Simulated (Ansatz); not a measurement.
Clamped-ion strain scan in BaScO2F

These are results of Ansatz, DFT PBEsol, scalar-relativistic, plane waves, PAW, not measurements. The runs took a 420 eV cutoff, a Γ-centred 6×6×6 mesh and Gaussian smearing (0.05 eV). Spin–orbit coupling is left out, which matters for the heavy elements here. No spin polarisation. Energies are free energies at this smearing, counted from the undisturbed cell; pressure is positive in compression.

The undisturbed cell (as given, not relaxed at this level; it stands at -5.9 GPa, and it needn't be the usual structure):

```xyz
5
Lattice="4.2069 0.0000 0.0000 0.0000 4.2069 0.0000 0.0000 0.0000 4.2114" Properties=species:S:1:pos:R:3 pbc="T T T"
Ba    2.1035    2.1035    2.1057
Sc    0.0000    0.0000    0.0000
O     2.1035    0.0000    0.0000
O     0.0000    2.1035    0.0000
F     0.0000    0.0000    2.1057
```

The cell is strained by ε times the Voigt pattern (1, 1, 0, 0, 0, 0) (xx, yy, zz, yz, xz, xy; engineering shear) with fractional coordinates fixed.

```tsv
ε	ΔE (meV/atom)
-0.1500	860.4
-0.1125	373.5
-0.0750	109.5
-0.0375	0.9
0.0000	0.0
0.0375	72.9
0.0750	195.9
0.1125	352.1
0.1312	438.7
0.1500	529.9
```

Question: Predict the gap on the mesh (eV) at each point.

Answer:
| ε | gap on the mesh (eV) |
| --- | --- |
| -0.1500 | 1.59 |
| -0.1125 | 2.44 |
| -0.0750 | 2.94 |
| -0.0375 | 3.07 |
| 0.0000 | 3.01 |
| 0.0375 | 2.90 |
| 0.0750 | 2.76 |
| 0.1125 | 2.55 |
| 0.1312 | 2.43 |
| 0.1500 | 2.32 |